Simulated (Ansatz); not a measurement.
# SnSe2: pressure against volume

SnSe2, P-3m1, a = 3.790 Å, c = 5.768 Å. Ansatz: PBEsol+D3(BJ), PAW, 420 eV, Γ-centred 12×12×6 mesh on 3 atoms, Gaussian smearing 0.02 eV; no spin polarisation. Shape and atoms are relaxed at each volume; pressure is positive in compression.

```tsv
V (Å³/atom)	P (GPa)
21.049	?
21.766	5.22
22.484	3.07
23.201	1.29
23.919	-0.01
24.636	-1.07
25.354	-1.81
26.311	-2.34
```

Task: Take V0 = 23.919 Å³/atom, count pressures from its P0 = -0.01 GPa, fit the third-order Birch–Murnaghan form to the other rows, and predict the missing pressure.

Result: With the Eulerian strain f = ½[(V0/V)^(2/3) − 1] and y = (P − P0)/[3f(1 + 2f)^(5/2)], the form is the line y = B0 + 1.5 B0 (B0′ − 4) f. Rows (f, y): 0.03245, 45.9; 0.02105, 44.0; 0.01026, 40.1; -0.00975, 38.1; -0.01905, 34.7; -0.03078, 29.6. Means f = 0.0006967, y = 38.733; Σ(Δf)² = 0.003004, ΣΔfΔy = 0.7216; the slope is their ratio. y = 38.57 + 240.2 f GPa, so B0 = 38.6 GPa and B0′ = 4 + 2 × (240.2)/(3 × 38.57) = 8.15. At V = 21.049, f = 0.04447, y = 49.25 and P = 8.12 GPa. The run gave 8.20 GPa, so the fit is 0.08 GPa too low, within twice the rms miss on the fitted rows (0.06 GPa). A B0′ outside 2 to 8 is unusual except in layered or molecular crystals, and here it hangs on few rows.

Where the gap has closed, the smearing of 0.02 eV or less is narrow for a metal on this mesh.

Cost: 8 runs of about 9.3 core-minutes in all, on Intel Xeon Platinum 8259CL (Skylake/Cascade Lake) (shared hosts).